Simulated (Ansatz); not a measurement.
CaZn2Sb2:
```cif
data_CaSb2Zn2
_chemical_formula_sum 'Zn2 Ca1 Sb2'
_space_group_name_H-M_alt 'P 1'
_space_group_IT_number 1
_cell_length_a 4.44050
_cell_length_b 4.44050
_cell_length_c 7.46149
_cell_angle_alpha 90.000
_cell_angle_beta 90.000
_cell_angle_gamma 120.000
loop_
_space_group_symop_operation_xyz
  'x, y, z'
loop_
_atom_site_label
_atom_site_type_symbol
_atom_site_fract_x
_atom_site_fract_y
_atom_site_fract_z
_atom_site_occupancy
Zn1 Zn 0.33333 0.66667 0.63191 1
Zn2 Zn 0.66667 0.33333 0.36809 1
Ca1 Ca 0.00000 0.00000 0.00000 1
Sb1 Sb 0.33333 0.66667 0.25871 1
Sb2 Sb 0.66667 0.33333 0.74129 1
```

Relaxed with r²SCAN.

**Question.** Tabulate the valence density and the electron localisation function along the shortest Ca–Sb contact (3.21 Å), r²SCAN in the plane-wave PAW code Ansatz.

**Answer.** 

```tsv
distance from Ca (Å)	density (e/Å³)	ELF
0.32	5.66	0.83
0.48	4.06	0.86
0.64	2.34	0.86
0.80	1.10	0.78
0.96	0.46	0.49
1.12	0.21	0.14
1.28	0.13	0.07
1.44	0.13	0.18
1.60	0.15	0.49
1.77	0.20	0.67
1.93	0.29	0.65
2.09	0.41	0.52
2.25	0.63	0.41
2.41	1.11	0.31
2.57	2.50	0.17
2.73	6.08	0.04
2.89	12.60	0.00
```

The density is the valence pseudo-density with augmentation charge, so density and ELF within about 1 Å of a nucleus are not all-electron values.

Space group P-3m1. The workflow started from an entry of the Crystallography Open Database (COD). Whether it is the stable phase at ambient conditions was not checked. Symmetry was held in the r²SCAN relaxation; whether a distortion lowers the energy is not shown. Spin–orbit coupling is left out wherever it is not named.

Potentials: the later of the program's two PAW sets.
